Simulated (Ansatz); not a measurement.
# Os, A15: geometry optimisation

Level of theory: DFT, r2SCAN, plane waves (500 eV) with PAW, scalar-relativistic in Ansatz. The PAW files were generated under PBE, with cores re-solved for the functional.

k-point mesh 5×5×5, Fermi-Dirac smearing 0.1 eV, no spin polarisation. Cell and atoms relax.

Starting structure:

```cif
data_structure
_symmetry_space_group_name_H-M 'P 1'
_symmetry_Int_Tables_number 1
_cell_length_a 4.8193
_cell_length_b 4.8193
_cell_length_c 4.8193
_cell_angle_alpha 90.000
_cell_angle_beta 90.000
_cell_angle_gamma 90.000
_cell_volume 111.93
loop_
_atom_site_label
_atom_site_type_symbol
_atom_site_fract_x
_atom_site_fract_y
_atom_site_fract_z
_atom_site_occupancy
Os1 Os 0.00000 0.00000 0.00000 1
Os2 Os 0.50000 0.50000 0.50000 1
Os3 Os 0.25000 0.00000 0.50000 1
Os4 Os 0.75000 0.00000 0.50000 1
Os5 Os 0.50000 0.25000 0.00000 1
Os6 Os 0.50000 0.75000 0.00000 1
Os7 Os 0.00000 0.50000 0.25000 1
Os8 Os 0.00000 0.50000 0.75000 1
```

Task: The pressure at the start is 15.5 GPa. By how much does the volume change?

Result: From 13.99 to 14.52 Å³ per atom, 3.7 %. The final cell has a = 4.879 Å.

Task: How much energy does the relaxation gain?

Result: 24.5 meV per atom.
